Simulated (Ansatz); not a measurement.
Pt (fcc (Cu type)), relaxed and computed with several functionals in Ansatz (plane waves, PAW).

```json
[
 {"functional": "PBE", "a (Å)": "3.970", "B₀ by P(V) fit (GPa)": "248"},
 {"functional": "LDA", "a (Å)": "3.894", "B₀ by P(V) fit (GPa)": "307"},
 {"functional": "PBEsol", "a (Å)": "(withheld)", "B₀ by P(V) fit (GPa)": "(withheld)"},
 {"functional": "r²SCAN", "a (Å)": "3.940", "B₀ by P(V) fit (GPa)": "271"}
]
```

**Question.** Complete the blanks.

**Answer.** 
- PBEsol, a (Å): 3.918
- PBEsol, B₀ by P(V) fit (GPa): 287

All cells were relaxed under the symmetry of their starts (and spin orders); stability against distortions was not tested throughout. Named crystals with no word on spin ran without spin polarisation. Scalar-relativistic: spin–orbit coupling is off unless named, which matters more the heavier the elements.

Potentials: the earlier of the program's two PAW sets. The files were generated under PBE; for other functionals the program regenerates the frozen cores, and for LDA and PBEsol the local potential too.

Ansatz (a quantum-chemistry and plane-wave program) is a plane-wave DFT program.
